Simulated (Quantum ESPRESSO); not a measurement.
**Kohn-Sham bands of HgS (P3₂21)**

```yaml
crystal:
  lattice:
    - [4.43071, 0.00000, 0.00000]
    - [-2.21535, 3.83711, 0.00000]
    - [0.00000, 0.00000, 9.74559]
  atoms:
    - { symbol: Hg, position: [0.24155, 0.00000, 0.66667] }
    - { symbol: Hg, position: [0.00000, 0.24155, 0.33333] }
    - { symbol: Hg, position: [0.75845, 0.75845, 0.00000] }
    - { symbol: S, position: [0.54349, 0.00000, 0.16667] }
    - { symbol: S, position: [0.00000, 0.54349, 0.83333] }
    - { symbol: S, position: [0.45651, 0.45651, 0.50000] }
```

Cell from Materials Project (mp-9252), symmetrised, no further relaxation. COD (Crystallography Open Database) has the formula in 4 space groups, this one among them (matched by group alone). Computed values, not measurements, from PBE: Quantum ESPRESSO (norm-conserving PseudoDojo potentials, cutoff 53 Ry, no spin polarisation, no spin-orbit coupling) on a Γ-centred 6×6×4 mesh, then Wannier90. Density: 12×12×4 mesh, cold smearing 0.01 Ry. The cell is built of weakly bound layers, chains or molecules, whose nearest atoms lie 3.41 Å apart. Database cells relaxed without dispersion often hold them too far apart, which can enlarge gaps and weakens couplings between them; spacing and stacking were not compared with the measured crystal. Spin-orbit coupling is left out although heavy elements are present.

Energies are relative to the valence-band maximum; weights are on the orthonormalised atomic waves of the pseudopotential files, averaged over the group. 78 electrons a cell are treated as valence.

| bands | from (eV) | to (eV) | filling | weight on atomic waves |
|---|---|---|---|---|
| 1–3 | -114.18 | -114.18 | filled | [?] |
| 4–12 | -62.62 | -62.43 | filled | [?] |
| 13–15 | -12.63 | -11.39 | filled | [?] |
| 16–30 | -7.35 | -5.20 | filled | [?] |
| 31–39 | -3.98 | 0.00 | filled | [?] |
| 40–48 | 1.67 | 7.32 | empty | [?] |

Problem. Which atomic shells make up each group?

Solution. 
- 1–3, weight on atomic waves: Hg 5s 100 %
- 4–12, weight on atomic waves: Hg 5p 100 %
- 13–15, weight on atomic waves: S 3s 83 %, Hg 5d 8 %, Hg 6s 7 %
- 16–30, weight on atomic waves: Hg 5d 92 %, S 3p 5 %
- 31–39, weight on atomic waves: S 3p 72 %, Hg 6s 15 %, Hg 5d 8 %
- 40–48, weight on atomic waves: S 3p 17 %, Hg 6s 14 %

The Kohn-Sham gap over both meshes and the path is 1.67 eV.
